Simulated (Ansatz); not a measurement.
# TiAl (Pm-3m): electronic heat capacity and spin susceptibility from the density of states

Method: DFT r2SCAN, scalar-relativistic, plane waves, PAW in Ansatz.

Settings: cutoff 500 eV, Γ-centred mesh 14×14×14 on the computed 2-atom cell, Gaussian smearing of 0.10 eV; no spin polarisation.

Relaxed cell: Pm-3m, a = 3.171 Å, b = 3.171 Å, c = 3.171 Å, α = 90.00°, β = 90.00°, γ = 90.00°, 2 atoms in the primitive cell.

The density of states at the Fermi level is 2.091 states/eV in the cell of 2 atoms (1 formula unit; both spins, tetrahedra on a 21×21×21 mesh).

What Sommerfeld coefficient and Pauli susceptibility does this give?

Per formula unit N(E_F) = 2.091 states/eV. γ = (π²/3) k_B² N(E_F) N_A = 2.357 mJ/(mol K²) per state/eV, so γ = 4.9 mJ/(mol K²), a mole of formula units. χ_P = μ_B² N(E_F) N_A = 3.23×10⁻⁵ emu/mol per state/eV gives 6.8×10⁻⁵ emu/mol. This is the bare band result: a measured γ of the same phase is as a rule larger by a factor 1 + λ from phonons and spin fluctuations, the spin part of χ is larger by the Stoner factor, and a measured χ also holds orbital and core terms. N(E_F) at one energy is sensitive to the mesh where the density of states has sharp peaks.

Cost: 1 run of about 0.51 core-minutes, on Intel Xeon Platinum 8175M (Skylake/Cascade Lake) (shared hosts).